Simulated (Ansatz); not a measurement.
Input:

Hf2C:
```
CELL_PARAMETERS angstrom
      3.58416     0.00000     0.00000
      0.00000     3.58416     0.00000
      0.00000     0.00000     6.79472
ATOMIC_POSITIONS crystal
  Hf 0.00000 0.00000 0.00000
  Hf 0.50000 0.50000 0.00000
  Hf 0.50000 0.00000 0.36920
  Hf 0.00000 0.50000 0.63080
  C  0.50000 0.00000 0.72918
  C  0.00000 0.50000 0.27082
```

This is the PBEsol-relaxed structure.

### Question
All from the program Ansatz at the PBEsol level (PAW), unless another level is named. Estimate the bulk modulus (Birch–Murnaghan fit).

### Answer
178 GPa.

### Question
And the highest zone-centre frequency?

### Answer
417 cm^-1.

Space group P4/nmm. A made-up cell: these elements were put on the sites of a structure type; neither database checked (COD, Materials Project) lists it. Whether it is the stable phase at ambient conditions was not checked. The PBEsol relaxation kept the symmetry of its start; its stability against distortions is not shown here. The run is not spin-polarised. As this level gives no gap, phonon frequencies hold no LO–TO term and depend on the k-mesh and smearing (Fermi–Dirac, 0.1 eV here). Scalar-relativistic: spin–orbit coupling is off unless named, which matters more the heavier the elements.

Potentials: the earlier of the program's two PAW sets. The files were generated under PBE; for other functionals the program regenerates the frozen cores, and for LDA and PBEsol the local potential too.
